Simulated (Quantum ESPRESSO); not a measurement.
**Kohn-Sham bands of TiS (P-6m2)**

```yaml
crystal:
  lattice:
    - [3.26717, 0.00000, 0.00000]
    - [-1.63358, 2.82945, 0.00000]
    - [0.00000, 0.00000, 3.21706]
  atoms:
    - { symbol: Ti, position: [0.66667, 0.33333, 0.00000] }
    - { symbol: S, position: [0.00000, 0.00000, 0.50000] }
```

Cell from Materials Project (mp-1018028), symmetrised, no further relaxation. Not found in the COD (Crystallography Open Database) copy used, which has the formula in other groups; not checked further. Method: PBEsol plane waves in Quantum ESPRESSO 7.5 (PseudoDojo norm-conserving files, 68 Ry, no spin polarisation, no spin-orbit coupling), Bloch states on a 12×12×10 mesh through Γ, Wannier90 4.0.1. Density: 12×12×10 mesh, cold smearing 0.01 Ry. A non-magnetic state is assumed, with no Hubbard U on the 3d ions.

Energies are relative to the Fermi level; weights are on the orthonormalised atomic waves of the pseudopotential files, averaged over the group. 18 electrons a cell are treated as valence.

```tsv
bands	from (eV)	to (eV)	filling	weight on atomic waves
1	-57.00	-56.96	filled	?
2–4	-33.62	-33.24	filled	?
5	-15.72	-13.36	filled	?
6–8	-7.91	-2.59	filled	?
```

Q: Which atomic shells make up each group?

A: 
- 1, weight on atomic waves: Ti 3s 97 %
- 2–4, weight on atomic waves: Ti 3p 99 %
- 5, weight on atomic waves: S 3s 78 %, Ti 4s 11 %, Ti 3d 8 %
- 6–8, weight on atomic waves: S 3p 73 %, Ti 3d 21 %

No gap over 0.05 eV opens at the Fermi level at this level of theory.
